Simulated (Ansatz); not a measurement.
# VH₂, single point

We look at VH₂: a measured crystal structure (space group Fm-3m, primitive cell doubled), with 6 atoms per cell. The computed pressure is over 10 GPa in size, so the cell is far from the computed equilibrium volume (the chosen U may not suit it). Source: COD entry 1538936, which need not be the ambient phase.

Theory: Ansatz development build ahead of 0.2.0, DFT, LDA+U, PAW, plane waves, scalar-relativistic.

Input:

```yaml
crystal:
  lattice:
    - [-2.1355, -2.1355, -4.271]
    - [2.1355, -2.1355, 0.0]
    - [-2.1355, -2.1355, 0.0]
  atoms:
    - { symbol: V, position: [0.0, 0.0, 0.0], spin: 0.2 }
    - { symbol: V, position: [0.5, 0.5, 0.0], spin: 0.2 }
    - { symbol: H, position: [0.75, 0.0, 0.75] }
    - { symbol: H, position: [0.25, 0.5, 0.75] }
    - { symbol: H, position: [0.75, 0.5, 0.25] }
    - { symbol: H, position: [0.25, 0.0, 0.25] }
magnetization:
  spin_polarized: true
hamiltonian:
  xc: lda
  pseudopotentials: { kind: paw }
  hubbard: { sites: [{ species: V, l: d, u_eff: 5.5 }] }
basis:
  ecutwfc: 420
kpoints:
  mp_grid: { grid: [5, 6, 7] }
scf:
  occupations: { method: gaussian, width: 0.1 }
  lower_state_search: "off"
output:
  forces: true
  stress: true
  write_density: true
  write_potential: true
  elf: true
  volumetric_format: npy
```

The run was started with:
```sh
ansatz run input.yaml --threads 2 --pin off --max-ram 5120MiB --backend cpu --events-out ev --progress --plain --runs-dir out
```

What the program printed (shortened):

```
Warning: crystal.symmetry: narrowed to the stabiliser of the k-point mesh — unitary ops 32 → 8; excluded 24 operations that carry a point of the 5×6×7 mesh (shift [0, 0, 0]) off the mesh (the run samples exactly the mesh kpoints.mp_grid names, as under crystal.symmetry.detect: false, and its converged state has the mesh's symmetry, not the crystal's; [...]
V: projections on atomic orbitals take those of the free atom [Ne] 3s2 3p6 3d3 4s2, of charge +0.00 (hamiltonian.pseudopotentials.projection_atoms); the dataset's partial waves leave at most 5.8e-7 of an orbital's norm unspanned inside its sphere
H: projections on atomic orbitals take those of the free atom 1s1, of charge +0.00 (hamiltonian.pseudopotentials.projection_atoms); the dataset's partial waves leave at most 1.2e-11 of an orbital's norm unspanned inside its sphere
Pseudopotentials: kind: paw
Pseudopotential: V, paw, valence charge 13, recommended cutoff 420 eV (normal), V.paw.azcp
Pseudopotential: H, paw, valence charge 1, recommended cutoff 420 eV (normal), H.paw.azcp
Functional definition: SPW92
Crystal: 6 atoms, lattice volume = 38.955 Å³
Basis set: ecut = 420 eV, 727 PW (Γ)
Bands: 22, of which v1, the nominal top of the filled ones, is band 15 counted from 1 (14 counted from 0)
Symmetry: 8 space group operations
k-points: 72 of 210
Non-local potential: V, projectors of the file, l = 0: 3, l = 1: 2, l = 2: 3, l = 3: 1
Non-local potential: H, projectors of the file, l = 0: 2, l = 1: 1
PAW frozen core: V, regenerated for the run's functional, and the local potential with it (the file was generated under x = pbe(κ = 0.804, μ = 0.2195149727645171), c = pbe(β = 0.06672455060314922))
Initial density: superposition of atomic densities (chi_scale 0.1, normalization cell, long waves kept (reshape's long-wave potential 0.00 eV rms))
Starting moments: Σ|m| = 0.4 μB on 2 of 6 sites
Initial wavefunctions: pseudopotential atomic-orbital guess
Functional: x = slater, c = lda
SCF iter   1: F=—  HF=-5773.478494 eV  |F-HF|=—  |Δ(HF+E_count)|=         —  Δρ=7.35e-2 (↑7.35e-2 ↓7.10e-2)  dr2=7.47e0  dr2_m=3.22e-3  M=0.384 μB ∫|m|=0.405 μB  β_m=0.30  ethr=3.10e-3  ⟨swp⟩=3.8  Hψ=11308  notcnv=0
preconditioner: auto → Kerker (q_TF=auto, 2.612 Å⁻¹)  [metal: Δε(μ)=0.008 eV  Ē_g=7.658 eV  σ=0.100 eV  W_gap=0.04  n_scr=14 (ndim 8)  ℏωp=22.3 eV  f_vac=0.000  D(μ)=2.79/eV (n_scr^D=28)]
spin=Collinear: Kerker preconditioning applied to the charge; magnetization (m = ρ↑ − ρ↓) channel mixes plain (no charge-response kernel on spin).
SCF iter   2: F=—  HF=-5772.044880 eV  |F-HF|=—  |Δ(HF+E_count)|=    1.43e0  Δρ=3.89e-2 (↑3.54e-2 ↓3.89e-2)  dr2=2.02e0  dr2_m=3.19e-3  M=0.477 μB ∫|m|=0.502 μB  β_m=1.00  ethr=3.10e-3  ⟨swp⟩=2.9  Hψ=7169  notcnv=0  defer=232
SCF iter   3: F=—  HF=-5771.692943 eV  |F-HF|=—  |Δ(HF+E_count)|=   3.52e-1  Δρ=1.92e-2 (↑1.92e-2 ↓1.26e-2)  dr2=1.58e-1  dr2_m=2.56e-2  M=0.720 μB ∫|m|=0.750 μB  β_m=1.00  ethr=3.10e-3  ⟨swp⟩=3.0  Hψ=6286  notcnv=0  defer=232
SCF iter   4: F=—  HF=-5771.883142 eV  |F-HF|=—  |Δ(HF+E_count)|=   1.90e-1  Δρ=1.32e-2 (↑1.09e-2 ↓1.32e-2)  dr2=1.90e-2  dr2_m=4.17e-2  M=1.058 μB ∫|m|=1.091 μB  β_m=1.00  ethr=5.27e-4  ⟨swp⟩=2.0  Hψ=6933  notcnv=0  defer=231
SCF iter   5: F=—  HF=-5772.139641 eV  |F-HF|=—  |Δ(HF+E_count)|=   2.56e-1  Δρ=2.31e-2 (↑2.31e-2 ↓1.58e-2)  dr2=2.59e-2  dr2_m=1.17e-1  M=1.601 μB ∫|m|=1.640 μB  β_m=1.00  ethr=6.33e-5  ⟨swp⟩=3.0  Hψ=5903  notcnv=0  defer=231
SCF iter   6: F=—  HF=-5772.571515 eV  |F-HF|=—  |Δ(HF+E_count)|=   4.32e-1  Δρ=3.33e-2 (↑3.33e-2 ↓1.95e-2)  dr2=9.17e-2  dr2_m=1.91e-1  M=2.262 μB ∫|m|=2.313 μB  β_m=1.00  ethr=6.33e-5  ⟨swp⟩=1.7  Hψ=3963  notcnv=0  defer=223
SCF iter   7: F=—  HF=-5773.205067 eV  |F-HF|=—  |Δ(HF+E_count)|=   6.34e-1  Δρ=3.18e-2 (↑3.18e-2 ↓1.30e-2)  dr2=1.61e-1  dr2_m=1.08e-1  M=2.681 μB ∫|m|=2.757 μB  β_m=1.00  ethr=6.33e-5  ⟨swp⟩=2.0  Hψ=5622  notcnv=0  defer=223
SCF iter   8: F=—  HF=-5773.767525 eV  |F-HF|=—  |Δ(HF+E_count)|=   5.62e-1  Δρ=2.49e-2 (↑2.49e-2 ↓1.25e-2)  dr2=1.61e-1  dr2_m=3.07e-2  M=2.852 μB ∫|m|=2.954 μB  β_m=1.00  ethr=6.33e-5  ⟨swp⟩=2.8  Hψ=5961  notcnv=0  defer=212
[... 26 iterations left out ...]
SCF iter  35: F=—  HF=-5774.902066 eV  |F-HF|=—  |Δ(HF+E_count)|=   1.89e-2  Δρ=3.05e-3 (↑3.05e-3 ↓2.24e-3)  dr2=1.61e-3  dr2_m=2.05e-3  M=5.494 μB ∫|m|=5.786 μB  β_m=0.72  ethr=4.10e-6  ⟨swp⟩=2.6  Hψ=6396  notcnv=0  defer=162
SCF iter  36: F=—  HF=-5774.892923 eV  |F-HF|=—  |Δ(HF+E_count)|=   9.14e-3  Δρ=6.27e-3 (↑6.27e-3 ↓3.81e-3)  dr2=3.44e-3  dr2_m=8.26e-3  M=5.798 μB ∫|m|=6.126 μB  β_m=0.85  ethr=4.10e-6  ⟨swp⟩=2.8  Hψ=6922  notcnv=0  defer=179  recentre
SCF iter  37: F=—  HF=-5774.906606 eV  |F-HF|=—  |Δ(HF+E_count)|=   1.37e-2  Δρ=3.23e-3 (↑3.23e-3 ↓1.62e-3)  dr2=1.69e-3  dr2_m=1.80e-3  M=5.513 μB ∫|m|=5.808 μB  β_m=0.93  ethr=4.10e-6  ⟨swp⟩=2.8  Hψ=6744  notcnv=0  defer=183
SCF iter  38: F=—  HF=-5774.913550 eV  |F-HF|=—  |Δ(HF+E_count)|=   6.94e-3  Δρ=1.89e-3 (↑1.89e-3 ↓4.87e-4)  dr2=5.42e-4  dr2_m=3.54e-4  M=5.678 μB ∫|m|=5.988 μB  β_m=0.96  ethr=4.10e-6  ⟨swp⟩=2.4  Hψ=6451  notcnv=0  defer=189
SCF iter  39: F=—  HF=-5774.914133 eV  |F-HF|=—  |Δ(HF+E_count)|=   5.83e-4  Δρ=1.84e-3 (↑1.84e-3 ↓3.52e-4)  dr2=5.82e-4  dr2_m=2.97e-4  M=5.668 μB ∫|m|=5.977 μB  β_m=0.98  ethr=1.81e-6  ⟨swp⟩=2.2  Hψ=4586  notcnv=0  defer=193
SCF iter  40: F=—  HF=-5774.913776 eV  |F-HF|=—  |Δ(HF+E_count)|=   3.57e-4  Δρ=1.80e-3 (↑1.80e-3 ↓3.26e-4)  dr2=5.40e-4  dr2_m=2.88e-4  M=5.665 μB ∫|m|=5.974 μB  ethr=1.81e-6  ⟨swp⟩=3.4  Hψ=11074  notcnv=0
Mixer restart at iter 40: flushing history
iteration 40: the SCF's residuals had fallen too slowly under its mixing. It goes on by minimising its free energy, and can end on another state than longer mixing would; under `scf.algorithm: density_mixing` no SCF does so, but by `scf.convergence.dm_fallback`
SCF iter  41: F=—  HF=-5774.960681 eV  |F-HF|=—  |Δ(HF+E_count)|=   4.69e-2  Δρ=1.06e-3 (↑1.06e-3 ↓1.04e-3)  dr2=6.49e-4  dr2_m=1.40e-4  M=5.588 μB ∫|m|=5.889 μB  ethr=1.80e-6  ⟨swp⟩=3.8  Hψ=21096  notcnv=0
SCF iter  42: F=—  HF=-5774.964651 eV  |F-HF|=—  |Δ(HF+E_count)|=   3.97e-3  Δρ=3.94e-4 (↑3.94e-4 ↓3.36e-4)  dr2=9.11e-5  dr2_m=1.16e-5  M=5.506 μB ∫|m|=5.797 μB  ethr=1.80e-6  ⟨swp⟩=3.6  Hψ=15004  notcnv=0
SCF iter  43: F=—  HF=-5774.964765 eV  |F-HF|=—  |Δ(HF+E_count)|=   1.14e-4  Δρ=1.21e-4 (↑1.21e-4 ↓5.45e-5)  dr2=5.51e-6  dr2_m=7.63e-7  M=5.494 μB ∫|m|=5.782 μB  ethr=3.04e-7  ⟨swp⟩=2.6  Hψ=12657  notcnv=0
SCF iter  44: F=—  HF=-5774.964778 eV  |F-HF|=—  |Δ(HF+E_count)|=   1.37e-5  Δρ=2.07e-5 (↑2.07e-5 ↓1.13e-5)  dr2=1.87e-7  dr2_m=2.67e-8  M=5.497 μB ∫|m|=5.785 μB  ethr=1.84e-8  ⟨swp⟩=1.8  Hψ=9683  notcnv=0
SCF iter  45: F=-5774.964779 eV  HF=-5774.964779 eV  |F-HF|=4.70e-9  |Δ(HF+E_count)|=   1.11e-6  Δρ=3.51e-6 (↑3.13e-6 ↓3.51e-6)  dr2=8.47e-9  dr2_m=8.11e-10  M=5.496 μB ∫|m|=5.784 μB  ethr=3.33e-10  ⟨swp⟩=5.5  Hψ=17025  notcnv=0
SCF iter  46: F=-5774.964779 eV  HF=-5774.964779 eV  |F-HF|=4.70e-9  |Δ(HF+E_count)|=  1.82e-12  Δρ=3.51e-6 (↑3.13e-6 ↓3.51e-6)  dr2=8.47e-9  dr2_m=8.11e-10  M=5.496 μB ∫|m|=5.784 μB  ethr=2.82e-11  ⟨swp⟩=4.5  Hψ=16434  notcnv=0
the last iteration of the SCF fills more bands at one k-point than at another: 16 at σ=↑ k=14 and 19 at σ=↑ k=0; 12 at σ=↓ k=0 and 14 at σ=↓ k=40 (a band counts as filled where it holds over half of its capacity, the bands of one level by their mean; [...]
SCF 1 converged in 46 iterations: F = -5774.964779 eV  dr2 = 8.47e-9
  greatest PAW one-centre occupation: 0.999 electrons in one spin orbital (limit 2), on the V atom at site 1 (counted from 0), in its partial waves of l = 0
SCF converged after 46 iterations
Stability not told: the lowest value that the SCF's own minimisation read on its close, 9.4e-2 (residual 2.6e-3), is positive but too near zero to vouch for directions that it does not look along: no lower mode is shown, and none is ruled out
Magnetization: 5.4960 μB (17.7480 up, 12.2520 down)
Absolute magnetization: 5.7844 μB (∫|ρ↑−ρ↓|, with the PAW one-centre terms)
Spin contamination: 0.0875 ħ² per cell (⟨S²⟩ above its minimum at these occupations)
Per-site moments (μB) at R_I (Å): [(1.8659, 0.7628), (1.8659, 0.7628), (0.0031, 0.7628), (0.0031, 0.7628), (0.0031, 0.7628), (0.0031, 0.7628)]
Free energy (F): -5774.964779 eV
Harris-Foulkes:  -5774.964779 eV  (|F-HF|=4.70e-9)
Internal energy: -5774.956208 eV  (E = F + TS)
E sigma→0 (E₀):  -5774.960494 eV
Entropy (-TS):   -0.008571 eV (-1.429 meV/atom)
Fermi energy:    13.458626 eV
--- Per-component energies (eV) ---
  E_band       = -373.357676
  E_kinetic    = 736.761874
  E_local      = -2220.543516  (includes V_loc(G=0)·N_el)
  E_nonlocal   = -64.706147
  E_hartree    = 986.788927
  E_xc         = -295.996850
  E_vxc        = -378.653277  (∫ρ·V_xc dr)
  E_hubbard    = 6.613978  (on-site DFT+U / exact-exchange correction)
  E_vhub       = -8.578330  (the Hubbard potential's part of the band-sum identity)
  E_paw        = -2133.331703  (= ΣΔE_a)
  E_vpaw       = -411.208920  (= ΣTr[D̂ρ^β])
  E_aug_tail   = -0.004721  (compensation charges beyond the density's cutoff)
  E_ewald      = -2791.230351
  E_core_change = 0.692300  (= ΣΔE_core)
  E_smearing   = -0.008571  (= −TS)
  E_closure    = 0.000000  (closes the sum)
  Σ components = -5774.964779   (vs F -5774.964779, Δ=0.00e0)
--- Forces (eV/Å), atoms counted from 1 ---
  atom   1  V     -0.00000000    -0.00000000     0.00000000
  atom   2  V     -0.00000000    -0.00000000     0.00000000
  atom   3  H      0.00835445     0.00835445    -0.04117941
  atom   4  H      0.00835445     0.00835445    -0.04117941
  atom   5  H     -0.00835445    -0.00835445     0.04117941
  atom   6  H     -0.00835445    -0.00835445     0.04117941
  max |Σ_I F_I| component: 1.39e-17 eV/Å
--- Stress (GPa, compression-positive) ---
       24.129947       1.763413       0.608993
        1.763413      24.129947       0.608993
        0.608995       0.608995      25.419965
  P = ⅓ Tr σ = 24.5600 GPa (245.600 kbar)
--- Band table (eV; the first three rows and the last of 144) ---
  k-point 0 ↑: bands = ["-51.1998", "-51.1429", "-25.5860", "-25.5069", "-25.3902", "-25.2711", "-25.2688", "-25.1316", "1.3254", "6.4620", "6.6464", "7.2444", "10.3141", "10.5882", "10.6439", "11.4406", "12.0156", "12.4999", "13.1360", "14.2257", "15.0878", "18.8622"]
  k-point 1 ↑: bands = ["-51.1903", "-51.1429", "-25.5445", "-25.4936", "-25.3985", "-25.3274", "-25.3045", "-25.1485", "1.8525", "6.0391", "6.6776", "7.6166", "9.6500", "10.4516", "10.4808", "11.0588", "11.4254", "12.7024", "13.5377", "14.8244", "16.0190", "18.0841"]
  k-point 2 ↑: bands = ["-51.1691", "-51.1472", "-25.4688", "-25.4673", "-25.4631", "-25.4173", "-25.3558", "-25.1756", "3.2166", "5.1325", "6.9159", "8.1589", "8.5550", "9.9873", "10.1606", "10.3062", "11.9914", "13.3467", "13.9527", "14.4765", "16.5943", "17.6643"]
  k-point 71 ↓: bands = ["-48.7529", "-48.7529", "-23.5141", "-23.5141", "-23.0415", "-23.0415", "-22.7095", "-22.7095", "6.4766", "6.4766", "7.7491", "7.7491", "15.1972", "15.1972", "16.0411", "16.0411", "18.2029", "18.2029", "18.6570", "18.6570", "19.4728", "19.4728"]
```

Among 13 converged runs of this cell from various starts and settings, this end is 153 meV/atom above the lowest found (antiferromagnetic, site moments V1 -1.87, V2 1.87 μB, total 0.00 μB per cell, no gap on the k-mesh).

A static U favours moments and orbital order; the result depends on U and need not be the measured state. The mesh has less symmetry than the lattice, which lowers the symmetry of the run.

The run took 52 s on 2 threads of Arm Neoverse V1 (shared host), peak memory 0.6 GiB.
